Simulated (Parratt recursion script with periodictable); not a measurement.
**Surface roughness and fringe height: Ir on Al2O3**

| layer, from the top | thickness (Å) | density (g/cm³) | rms roughness of its top face (Å) | ρ (10⁻⁶ Å⁻²) | ρ″ (10⁻⁶ Å⁻²) |
|---|---|---|---|---|---|
| Ir | 600 | 18.959 | varied | 6.296 | 0.07020 |
| Al2O3 (substrate) | – | 3.873 | 1.9 | 5.562 | 2.943 × 10⁻⁵ |

ρ and ρ″ are the real and imaginary parts of the scattering length density. Vacuum lies above.

Densities are inputs, not measurements. They were set from computed cells of the Materials Project: Ir from entry mp-101 (Fm-3m, 22.304 g/cm³, taken at 85 %); Al2O3 from entry mp-1143 (R-3c, 3.873 g/cm³). A layer's crystal structure does not enter its constants, only its composition and density.

Method: specular neutron reflectivity, Parratt recursion, Névot-Croce roughness, natural isotopes, no magnetic scattering (Parratt recursion script with periodictable 1.7.1).

Neutron wavelength 4.1 Å. Q is scanned from 0.004 to 0.25 Å⁻¹ in 600 evenly spaced points, and the curve is smoothed with a Gaussian of 0.001 Å⁻¹ full width. A maximum is a scan point above both neighbours; its place and height come from a parabola through R at the three points.

The table follows two fringe maxima, those next to orders 9.5 and 23.5 of m = (d/2π)(Q² − 16πρ)^½, through runs that differ in the roughness σ₁ of the film surface alone.

| σ₁ (Å) | Q of the first (Å⁻¹) | R there | Q of the second (Å⁻¹) | R there |
|---|---|---|---|---|
| 5 | 0.1006 | 6.16 × 10⁻⁵ | 0.2466 | 5.52 × 10⁻⁷ |
| 10 | 0.1006 | ? | 0.2467 | ? |

Q: Estimate the two heights for σ₁ = 10 Å.

A: At a maximum the amplitudes from the film's two faces add: R ≈ (|r₁|g₁ + |r₂|g₂A)². Here q₀ = Q, qⱼ = (Q² − 16πρⱼ)^½ (1 film, 2 substrate), |r₁| = |q₀² − q₁²|/(q₀ + q₁)², |r₂| = |q₁² − q₂²|/(q₁ + q₂)² with the numerators taken from the constants, g₁ = exp(−q₀q₁σ₁²/2), g₂ = exp(−q₁q₂σ₂²/2), and A = exp(−8πρ″₁d/q₁) for absorption in the film.

Check on a shown row, σ₁ = 5 Å, second maximum: q₀ = 0.2466, q₁ = 0.2460, q₂ = 0.2460 Å⁻¹; |r₁| = 0.00130, |r₂| = 1.52 × 10⁻⁴; g₁ = 0.468, g₂ = 0.897, A = 0.996; R ≈ 5.54 × 10⁻⁷ against 5.52 × 10⁻⁷ in the table.

- σ₁ = 10 Å, first maximum: q₀ = 0.1006, q₁ = 0.0990, q₂ = 0.0992 Å⁻¹; |r₁| = 0.00794, |r₂| = 9.39 × 10⁻⁴; g₁ = 0.608, g₂ = 0.982, A = 0.989; R ≈ 3.29 × 10⁻⁵.
- σ₁ = 10 Å, second maximum: q₀ = 0.2467, q₁ = 0.2461, q₂ = 0.2461 Å⁻¹; |r₁| = 0.00130, |r₂| = 1.52 × 10⁻⁴; g₁ = 0.0480, g₂ = 0.896, A = 0.996; R ≈ 3.92 × 10⁻⁸.

The run gave 3.21 × 10⁻⁵ and 3.91 × 10⁻⁸; the estimates are 1.02 and 1.00 times these.
